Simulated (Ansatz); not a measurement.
SrO:
```cif
data_OSr
_chemical_formula_sum 'Sr1 O1'
_space_group_name_H-M_alt 'P 1'
_space_group_IT_number 1
_cell_length_a 3.64856
_cell_length_b 3.64856
_cell_length_c 3.64856
_cell_angle_alpha 60.000
_cell_angle_beta 60.000
_cell_angle_gamma 60.000
loop_
_space_group_symop_operation_xyz
  'x, y, z'
loop_
_atom_site_label
_atom_site_type_symbol
_atom_site_fract_x
_atom_site_fract_y
_atom_site_fract_z
_atom_site_occupancy
Sr1 Sr 0.00000 0.00000 0.00000 1
O1 O 0.50000 0.50000 0.50000 1
```

Relaxed with r²SCAN.

### Question
Decompose the optical modes at the zone centre into irreducible representations, and say which are infrared and Raman allowed.

### Answer
Point group m-3m: Γ_opt = T1u. Infrared: T1u. Raman: none.

### Question
Assign frequencies (DFPT, plane-wave PAW r²SCAN (Ansatz code); without the LO–TO term).

### Answer
T1u 214 cm⁻¹.

Space group Fm-3m (rock salt). The cell was relaxed with r²SCAN under the symmetry of its start; phonons on a q-mesh show no instability.

Potentials: the later of the program's two PAW sets.
